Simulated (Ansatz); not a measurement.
## LaP: frozen-core PAW against all-electron methods

```
CELL_PARAMETERS angstrom
0.00000 3.01250 3.01250
3.01250 0.00000 3.01250
3.01250 3.01250 0.00000
ATOMIC_POSITIONS crystal
La 0.00000 0.00000 0.00000
P 0.50000 0.50000 0.50000
```

Atoms are numbered in the order listed.

Conventional cell: a = 6.025 Å, b = 6.025 Å, c = 6.025 Å, α = 90.00°, β = 90.00°, γ = 90.00°. La (atom 1) has 6 P at 3.01 Å as nearest neighbours. Around P (atom 2) lie 6 La at 3.01 Å.

The geometry is COD entry 1538844, unchecked; take it as a test cell.

No spin–orbit coupling, which matters for the heavy atoms here.

All numbers are computed: DFT, LDA, PAW with Ansatz's default frozen-core files, scalar-relativistic (Ansatz 0.2.0); DFT, LDA, all-electron PAW with datasets made for the crystal, scalar-relativistic (Ansatz 0.2.0); DFT, LDA, all-electron LAPW, scalar-relativistic (Ansatz 0.2.0).

For PAW: a Γ-centred 10×10×10 k mesh, Fermi–Dirac smearing of 0.03 eV, cutoff 420 eV, no spin polarisation; the PAW files were made with PBE, and the program remakes their frozen cores for this functional. The crystal-made all-electron datasets (AE datasets) take a cutoff of 260 eV at this cell. LAPW targets a basis error of 1 meV/atom. The Ansatz runs share mesh, smearing and spin set-up. Plane-wave (PAW) pressures include the program's estimate of the Pulay term.

Stress and pressure are positive in compression.

Levels count from the Fermi level.

| quantity | PAW | AE datasets | LAPW |
| --- | --- | --- | --- |
| pressure (GPa) | -3.23 | -3.21 | -3.21 |
| highest filled level at Γ (eV) | -9.125 | -9.126 | -9.126 |
| lowest empty level at Γ (eV) | 0.115 | 0.117 | 0.117 |
| highest filled level at U (eV) | -0.881 | -0.882 | -0.882 |
| lowest empty level at U (eV) | 1.329 | 1.331 | 1.331 |
| highest filled level at X (eV) | -0.082 | -0.082 | -0.081 |
| lowest empty level at X (eV) | 2.796 | 2.817 | 2.817 |

PAW's pressure differs from the LAPW value by -0.03 GPa.
